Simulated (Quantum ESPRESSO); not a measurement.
Parts of the isotropic shielding in BaF$_{2}$, by GIPAW with PBE in a modified build of Quantum ESPRESSO, on JTH PAW datasets, 22.5 Ha, k-mesh 4×4×4 shifted:

```xyz
3
Lattice="0.0000 3.0973 3.1440 3.0973 0.0000 3.1440 3.0973 3.0973 0.0000" Properties=species:S:1:pos:R:3 pbc="T T T"
Ba     0.0000     0.0000     0.0000
F      1.5487     1.5487     1.5720
F      4.6460     4.6460     4.7160
```
The cell was made here from a computed Materials Project entry: strained by +1 % along the cube axis and by -0.5 % across it, atoms relaxed (PBE without dispersion, pw.x of Quantum ESPRESSO, symmetry kept). The parent is BaF2 in Fm-3m. Stability against distortions was not tested.

The core term is that of the free atom's frozen core; the paramagnetic column sums the reconstruction terms. Shieldings are absolute and leave out the bulk-susceptibility term; a larger σ means a smaller chemical shift. By our sweeps, such settings leave a few ppm in absolute σ on light atoms and up to some 20 ppm from Zn on. No spin–orbit coupling; Ba is the heaviest element present. The structure is static (0 K, no zero-point motion).

```
site              core  bare (smooth current)  diamagnetic correction  paramagnetic corrections  σ_iso (ppm)
--------------  ------  ---------------------  ----------------------  ------------------------  -----------
Ba (atom 1)     6129.8                  109.5                   -43.9                         …            …
F (atoms 2, 3)   306.4                   59.3                    50.7                         …            …
```

### Question
What belongs in the gaps?

### Answer

- Ba (atom 1), paramagnetic corrections: -947.9
- Ba (atom 1), σ_iso (ppm): 5247.5
- F (atoms 2, 3), paramagnetic corrections: -271.2
- F (atoms 2, 3), σ_iso (ppm): 145.2
